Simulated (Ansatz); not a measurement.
The elements of this relaxed trial crystal are hidden behind letters.

```
lattice vectors (Å)
   3.2549    0.0000    0.0000
  -1.6275    2.8188    0.0000
   0.0000    0.0000    7.6900
fractional positions
X 0.0000 0.0000 0.7359
X 0.0000 0.0000 0.2641
Z 0.3333 0.6667 0.5000
Q 0.3333 0.6667 0.0000
```

These are results of Ansatz 0.2.0, DFT PBE, scalar-relativistic, plane waves, PAW, not measurements. Cutoff 420 eV, Γ-centred 18×18×6 mesh (4-atom cell), Gaussian smearing of 0.10 eV, no spin polarisation.

| Property | Result |
| --- | --- |
| Space group | P-6m2 (No. 187) |
| Conventional cell | a = 3.255 Å, c = 7.690 Å |
| Volume per atom | 17.64 Å³ |
| Density | 9.45 g/cm³ |
| Formation energy | −0.13 eV/atom |
| Gap on the 18×18×6 mesh of the 4-atom cell | 0 eV (a metal) |

Energies are uncorrected and count from the elements' standard states at the same level.

Question: X is a d-block element of period 6, Z is an s-block element of period 2 and Q is a p-block element of period 3. Which elements are they?

Answer: X = Hf, Z = Be, Q = Cl, so the formula is Hf2BeCl. Density times volume gives a mean mass of 9.45 × 17.64/1.6605 = 100.4 u per atom, and this set has 100.4 u. Hf is surrounded by 3 Be at 2.61 Å, 3 Cl at 2.77 Å, 6 Hf at 3.25 Å and 1 Hf at 3.63 Å; Be is surrounded by 6 Hf at 2.61 Å; Cl is surrounded by 6 Hf at 2.77 Å and 6 Cl at 3.25 Å. Other sets within the hints have nearly the same mass, so mass alone doesn't settle it; this one was computed.

These runs have no spin–orbit coupling, which can matter for Hf. An odd number of electrons in the primitive cell allows no gap without spin; a larger cell or a magnetic state could open one. The cell is a metal run without spin; a magnetic state may lie lower. A structure relaxed within its symmetry needn't be a true minimum.
